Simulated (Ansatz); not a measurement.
## NaPt$_{2}$BrO$_{2}$: zone-centre modes

Method: DFT PBE, scalar-relativistic, plane waves, PAW in Ansatz. Settings: 420 eV plane-wave cutoff, Γ-centred 10×10×10 mesh, Gaussian smearing of 0.10 eV. No spin polarisation. Phonons by linear response, acoustic sum rule imposed.

The cell, relaxed at this level:
```yaml
crystal:
  lattice:
    - [-2.03484, 2.03484, 8.01958]
    - [2.03484, -2.03484, 8.01958]
    - [2.03484, 2.03484, -8.01958]
  atoms:
    - { symbol: Na, position: [0.00000, 0.00000, 0.00000] }
    - { symbol: Pt, position: [0.27962, 0.27962, 0.00000] }
    - { symbol: Pt, position: [0.72038, 0.72038, 0.00000] }
    - { symbol: Br, position: [0.50000, 0.50000, 0.00000] }
    - { symbol: O, position: [0.75000, 0.25000, 0.50000] }
    - { symbol: O, position: [0.25000, 0.75000, 0.50000] }
```

It was reached by relaxing an invented guess, and it needn't be the stable form of this composition. In a metal, frequencies depend on the k mesh and the smearing, soft modes most. Spin–orbit coupling is left out, which matters for heavy elements. A semilocal functional can close a gap that the real compound has. No dispersion correction is applied, so modes and constants that involve weak contacts between layers, chains or molecules come out too soft.

Question: Is this structure stable against zone-centre distortions?

Answer: No: 2 of the 15 optical modes are imaginary.

Question: List the optical modes at Γ (i marks imaginary ones).

Answer:
```csv
frequency (cm⁻¹),degeneracy
11i,2
28,1
42,1
120,1
148,2
173,2
359,1
383,1
427,2
474,2
```
